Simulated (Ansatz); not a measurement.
# Ionic part of the dielectric constant of Cd4SeS3, mode by mode

The calculation used DFT PBE, scalar-relativistic, plane waves, PAW in Ansatz 0.2.0. Settings: 420 eV plane-wave cutoff, Γ-centred 6×6×6 mesh, fixed occupations. No spin polarisation. Phonons by linear response, acoustic sum rule imposed.

Space group P-43m (No. 215), cubic, a = 5.993 Å. Cd has 3 S at 2.58 Å and 1 Se at 2.66 Å; Se is surrounded by 4 Cd at 2.66 Å; S has 4 Cd at 2.58 Å.

It was reached by relaxing an invented guess, and it needn't be the stable form of this composition. The run warned that its linear response isn't converged on this k mesh, so dielectric tensors, Born charges and infrared intensities are rough, and the frequencies may be too.

The primitive cell has V = 215.29 Å³ and ε∞,xx = 6.664. Each polar mode adds Δε = (4.92064×10⁷/V)·S/ν² along x, with S its oscillator strength in e²/amu, ν in cm⁻¹ and V in Å³.

Problem. From these modes, find each Δε and ε0,xx.
```csv
ν (cm⁻¹),S_xx (e²/amu)
171.27,0.2292
225.36,0.5086
260.30,0.00115
```

Solution.
```tsv
ν (cm⁻¹)	Δε
171.27	1.79
225.36	2.29
260.30	0.00
```

The sum is 4.08, so ε0,xx = 10.74; the run's tensor has 10.74.

Problem. Where do the longitudinal modes lie for a wave vector along x?

Solution. At 182.40, 259.99, 269.00 cm⁻¹. The Lyddane–Sachs–Teller product Π(ν_LO/ν_TO)² = 1.61 agrees with ε0/ε∞ = 1.61.
